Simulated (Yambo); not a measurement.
G0W0@PBEsol for ScTlS₂ (space group P6_3/mmc, No. 194) in Yambo (3×3×1 mesh, 7 Ry block, plasmon pole, screening fixed), without a terminator:

```tsv
bands N in G	gap Γ → K (eV)	shift of the valence edge (eV)
106	1.331	0.141
176	1.425	-0.219
272	1.472	-0.377
```

Problem. Extrapolate both columns to infinite N with E(N) = E∞ + A/N, test the form, and compare with the terminator.

Solution. From two points, E∞ = (N2 E2 − N1 E1)/(N2 − N1). The two largest N give 1.56 eV for the gap and -0.67 eV for the shift; the two smallest give 1.57 eV and -0.76 eV. For the gap the slopes A are -25 and -23 eV: the 1/N form holds. For the shift the slopes A are 96 and 79 eV: the form isn't reached, and its limit is uncertain. With the Bruneval-Gonze terminator and 272 bands the run gives 1.50 eV and -0.50 eV, 0.05 eV and 0.17 eV from the extrapolated values: the terminator too is an estimate of the remainder. Block, mesh and the bands in W are held fixed.

The standard potential for Tl keeps a d shell in the valence without the s and p states of that shell. In tests on such compounds this moved G0W0 gaps by up to about 0.9 eV, so absolute quasiparticle energies here are unreliable; differences between settings are what counts.

Spin-orbit coupling is not included.

Geometry relaxed with PBE+D3(BJ); primitive cell a = 3.741 Å, b = 3.741 Å, c = 14.823 Å, α = 90.00°, β = 90.00°, γ = 120.00°.

The structure is a Materials Project entry; no match was found in the copy of COD used, and its stability was not checked.

A shift is the quasiparticle energy of the state minus its PBEsol energy.
